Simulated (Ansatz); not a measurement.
NiOSe, PdOSe, PtOSe: one prototype (Janus 1T monolayer), with Ni, Pd, Pt on the same site. Each was relaxed with r2SCAN in the PAW code Ansatz, and the gaps are read on those cells (d direct, i indirect). The cells were built from prototypes, so some may not be known phases; spin polarisation is off.

| compound | a (Å) | gap, PBE (eV) | gap, r2SCAN (eV) | gap, HSE06 (eV) |
| --- | --- | --- | --- | --- |
| NiOSe | 3.142 | none (overlap 0.09) | 0.08 i (Γ → K) | 0.61 i (Γ → K) |
| PdOSe | 3.379 | 0.38 i (K–Γ (0.60) → K) | 0.51 i (K–Γ (0.59) → K) | 1.22 i (K–Γ (0.59) → K) |

Problem. Fill in the row for PtOSe.

Solution.
```tsv
compound	a (Å)	gap, PBE (eV)	gap, r2SCAN (eV)	gap, HSE06 (eV)
PtOSe	3.438	0.81 i (K–Γ (0.60) → K)	1.01 i ((-0.135, 0.266, 0) → K)	1.86 i ((-0.135, 0.266, 0) → K)
```
Around Pt lie 3 O at 2.20 Å and 3 Se at 2.38 Å; around O lie 3 Pt at 2.20 Å; around Se lie 3 Pt at 2.38 Å.

No spin-orbit coupling is included; it can move band edges with weight on the heavy atoms by tenths of an eV.

Where an edge lies off the special points, it is a point of the mesh or the k point where a search put PBE's edge or least direct gap, reused for the other functionals, whose own edges may lie a little apart.

Gaps or overlaps of about a tenth of an eV are at the limit of these meshes: between the points read a gap can be smaller or closed.

Coordinates of k points refer to the reciprocal vectors of the primitive cell of the runs.

The meshes of the hybrids are coarse, so their gaps aren't converged to the digits shown.

For some runs the program warns that the potential is rough where the density is thin, which bears on empty states near the vacuum.
